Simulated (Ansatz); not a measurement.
Mg3PN (antiperovskite) from LDA to hybrids

All numbers come from Ansatz. No spin polarisation and no zero-point or thermal motion; the cell was built from a prototype and may be hypothetical.

Structure: Mg3PN (antiperovskite), at its r2SCAN minimum. Space group Pm-3m (No. 221), cubic; conventional cell a = 4.152 Å, 14.31 Å³ an atom. Around P lie 12 Mg at 2.94 Å; around N lie 6 Mg at 2.08 Å; around Mg lie 2 N at 2.08 Å and 4 P at 2.94 Å.

```
P N Mg
1.0
     4.15155    0.00000    0.00000
     0.00000    4.15155    0.00000
     0.00000    0.00000    4.15155
P N Mg
1 1 3
Cartesian
  0.0000 0.0000 0.0000
  2.0758 2.0758 2.0758
  2.0758 2.0758 0.0000
  2.0758 0.0000 2.0758
  0.0000 2.0758 2.0758
```

Band edges at fixed r2SCAN geometry:
```csv
level,k mesh,gap (eV),kind,edges,least direct gap (eV)
LDA,6×6×6,1.69,direct,Γ,1.69
PBE,6×6×6,1.76,direct,Γ,1.76
r2SCAN,6×6×6,2.20,direct,Γ,2.20
HSE06,4×4×4,2.51,direct,Γ,2.51
DDH-PBE0,4×4×4,2.38,direct,Γ,2.38
PBE0,4×4×4,3.19,direct,Γ,3.19
LC-ωPBE,4×4×4 alone,6.99,direct,Γ,6.99
```
PBE: smearing of 0.02 eV; the others have fixed occupations.
Wave cutoffs: 420 eV, 500 eV (r2SCAN).
A mesh marked alone had no extra points solved.

HSE06 gives a direct gap of 2.51 eV at Γ.

r2SCAN covers 58 % of the step from PBE to HSE06. All these functionals give a gap of the same kind, direct.

r2SCAN (ground state on 6×6×6): The clamped-ion dielectric constant comes out as 7.87 in all directions. Born charges, averaged over directions: P -3.42, N -3.40, Mg +2.27 e. The program notes that the ground state's band table doesn't vouch for all the bands that the response reads. PBE (ground state on 6×6×6): The clamped-ion dielectric constant comes out as 9.1 in all directions. Born charges, averaged over directions: P -3.48, N -3.42, Mg +2.30 e. The program notes that the ground state's band table doesn't vouch for all the bands that the response reads. The program warns that the response isn't settled on this k mesh.

On the PBEsol cell (a = 4.152 Å), with PBEsol: All optical modes at Γ are real, from 156 to 592 cm⁻¹ without the longitudinal term; this says nothing of other wave vectors. With the long-range field the highest mode reaches 650 cm⁻¹. The program warns that the force constants, and all that is formed from them, aren't settled on this k mesh. The electronic dielectric tensor ε∞ is 9.21 in all directions. With the ions relaxed, ε⁰ is 39.3 in all directions. Born charges, averaged over directions: P -3.46, N -3.42, Mg +2.29 e. The program notes that the ground state's band table doesn't vouch for all the bands that the response reads.

The meshes of the hybrids are coarse, so their gaps aren't converged to the digits shown.
